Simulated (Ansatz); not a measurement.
VN:
```xyz
8
Lattice="4.0723 0.0000 0.0000 0.0000 4.0723 0.0000 0.0000 0.0000 4.0723" Properties=species:S:1:pos:R:3 pbc="T T T"
V      0.9447     0.9447     0.9447
V      3.1276     3.1276     0.9447
V      0.9447     3.1276     3.1276
V      3.1276     0.9447     3.1276
N      1.0600     1.0600     3.0123
N      3.0123     3.0123     3.0123
N      1.0600     3.0123     1.0600
N      3.0123     1.0600     1.0600
```

Relaxed with PBEsol.

Problem. Which orbitals make up the states near the Fermi level in PBEsol in the plane-wave PAW code Ansatz?

Solution. Within 0.5 eV of the Fermi level: V 3d 87 %, N 2p 11 %. Projections are on Löwdin-orthogonalised atomic valence shells; empty p or d shells of many metals are not among them.

Problem. Tabulate the density of states.

Solution. States/eV per cell of 8 atoms, in 0.25 eV bins, energy from the Fermi level.

```csv
E (eV),total,V 3d,N 2p,N 2s
-7.85,3.05,0.82,1.91,0.04
-7.60,4.03,1.05,2.55,0.06
-7.35,5.47,1.36,3.55,0.08
-7.10,4.33,0.95,2.94,0.05
-6.85,3.42,0.66,2.43,0.05
-6.60,3.59,0.64,2.64,0.05
-6.35,2.12,0.55,1.40,0.04
-6.10,8.36,2.74,5.20,0.10
-5.85,8.67,3.07,5.24,0.08
-5.60,11.56,4.17,7.04,0.07
-5.35,8.57,3.09,5.21,0.06
-5.10,6.64,2.39,4.03,0.04
-4.85,5.52,1.96,3.37,0.04
-4.60,4.48,1.57,2.77,0.03
-4.35,3.73,1.28,2.33,0.02
-4.10,3.13,1.01,2.02,0.02
-3.85,2.11,0.65,1.39,0.01
-3.60,1.35,0.48,0.84,0.01
-3.35,0.98,0.37,0.59,0.01
-3.10,0.54,0.21,0.31,0.00
-2.85,0.65,0.32,0.31,0.00
-2.60,0.97,0.50,0.44,0.01
-2.35,1.08,0.67,0.38,0.01
-2.10,1.40,0.99,0.37,0.01
-1.85,1.63,1.20,0.39,0.01
-1.60,1.87,1.42,0.41,0.01
-1.35,2.72,2.22,0.44,0.02
-1.10,3.21,2.64,0.50,0.02
-0.85,3.67,3.08,0.52,0.02
-0.60,4.88,4.10,0.69,0.03
-0.35,5.42,4.63,0.69,0.04
-0.10,4.91,4.26,0.55,0.04
0.15,5.71,4.94,0.66,0.04
0.40,5.91,5.23,0.58,0.04
0.65,5.69,5.12,0.46,0.03
0.90,11.57,10.79,0.55,0.12
1.15,10.99,10.08,0.67,0.12
1.40,7.52,6.35,0.98,0.06
1.65,12.96,10.83,1.81,0.09
1.90,8.96,7.21,1.39,0.20
2.15,4.28,3.26,0.84,0.12
2.40,5.37,3.87,1.07,0.31
2.65,4.09,2.83,0.89,0.27
2.90,3.90,2.61,0.89,0.28
```

Space group P-43m. The start of the workflow was typed in or built on a structure type; neither database checked (COD, Materials Project) lists it. It is not the phase usual at ambient conditions (space group No. 225). The cell was relaxed with PBEsol under the symmetry of its start; its stability against distortions is not shown here. The workflow began spin-polarised and lost its moments.

Potentials: the earlier of the program's two PAW sets. The files were generated under PBE; for other functionals the program regenerates the frozen cores, and for LDA and PBEsol the local potential too.
